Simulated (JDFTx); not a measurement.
Part of a log of JDFTx (a modified build) for silylphosphine, SiPH5 (SMILES [SiH3]P), charge 0, multiplicity 1 (PBE, GBRV ultrasoft potentials, plane waves to 12/60 Ha):

```
unit cell volume = 7073.1
Chosen fftbox size, S = [  72  70  70  ]
unit cell volume = 7073.1
Chosen fftbox size, S = [  64  60  60  ]
  'Si' pseudopotential, 'SLA  PW   PBE  PBE' functional
  4 valence electrons, 2 orbitals, 6 projectors, 899 radial grid points, with lMax = 2
  'P' pseudopotential, 'SLA  PW   PBX  PBC' functional
  5 valence electrons, 2 orbitals, 6 projectors, 903 radial grid points, with lMax = 2
  'H' pseudopotential, 'SLA  PW   PBX  PBC' functional
  1 valence electrons, 1 orbitals, 2 projectors, 615 radial grid points, with lMax = 0
Initialized 3 species with 7 total atoms.
Folded 1 k-points by 1x1x1 to 1 k-points.
nElectrons:  14.000000   nBands: 7   nStates: 1
average nbasis = 14063.000 , ideal nbasis = 14043.506
Correction to mu due to finite nuclear width = -0.00327316
   Cavity determined by nc: 0.00142 and sigma: 0.707107
   Nonlocal vdW cavity from gaussian model electron density with norm = 8 and sigma = 0.993594 bohr
   Charge asymmetry in cavity with sensitivity pCavity = 36.5 e-bohr/Eh
   Electrostatic cavity expanded by eta = 1.46 bohrs
   Weighted density cavitation model constrained by Nbulk: 0.0049383 bohr^-3, Pvap: 3.14029 kPa, Rvdw: 2.61727 bohr and sigmaBulk: 4.62e-05 Eh/bohr^2 at T: 298 K.
   Weighted density dispersion model using vdW pair potentials with single solvent site with sqrtC6eff: 0.77 SI.
[...]
	Linear fluid (dielectric constant: 78.4, screening length: 5.74355 Bohr) occupying 0.777117 of unit cell:	Completed after 16 iterations
[... later lines of the fluid solver are left out ...]
ElecMinimize: Iter:   0  Etot: -13.522571810868071  |grad|_K:  4.599e-05  alpha:  1.000e+00
ElecMinimize: Iter:   1  Etot: -13.522943975231213  |grad|_K:  1.792e-05  alpha:  1.785e+00  linmin: -7.625e-03
ElecMinimize: Iter:   2  Etot: -13.522999911446243  |grad|_K:  7.962e-06  alpha:  1.763e+00  linmin:  2.313e-03
ElecMinimize: Iter:   3  Etot: -13.523010884165380  |grad|_K:  3.791e-06  alpha:  1.761e+00  linmin: -6.021e-04
ElecMinimize: Iter:   4  Etot: -13.523013373072461  |grad|_K:  1.887e-06  alpha:  1.758e+00  linmin: -1.038e-03
ElecMinimize: Iter:   5  Etot: -13.523013914443506  |grad|_K:  8.450e-07  alpha:  1.544e+00  linmin:  4.080e-03
ElecMinimize: Iter:   6  Etot: -13.523014025394914  |grad|_K:  3.999e-07  alpha:  1.582e+00  linmin: -6.471e-06
ElecMinimize: Iter:   7  Etot: -13.523014043626230  |grad|_K:  1.999e-07  alpha:  1.251e+00  linmin: -1.614e-01
ElecMinimize: Iter:   8  Etot: -13.523014050779054  |grad|_K:  1.211e-07  alpha:  1.638e+00  linmin: -2.155e-05
ElecMinimize: Converged (|Delta Etot|<1.000000e-07 for 2 iters).

# Energy components:
   A_diel =        0.0026228217269089
   Eewald =        4.8782029034988845
       EH =       14.7601786622306523
     Eloc =      -36.7222249137272030
      Enl =        2.0815425501305831
      Exc =       -6.8624541090937852
 Exc_core =        1.9441636754227842
       KE =        6.3949543590321163
-------------------------------------
     Etot =      -13.5230140507790537


	eMin: -0.586463 at state 0 ( [ +0.000000 +0.000000 +0.000000 ] spin 0 )
	HOMO: -0.229413 at state 0 ( [ +0.000000 +0.000000 +0.000000 ] spin 0 )
```

**Question.** Which solvation model was used?
A. SaLSA
B. nonlinear PCM (GLSSA13)
C. SCCS (cation parameters)
D. CANDLE

**Answer.** D, CANDLE. The liquid was water (dielectric constant 78.4), 1 M NaF.
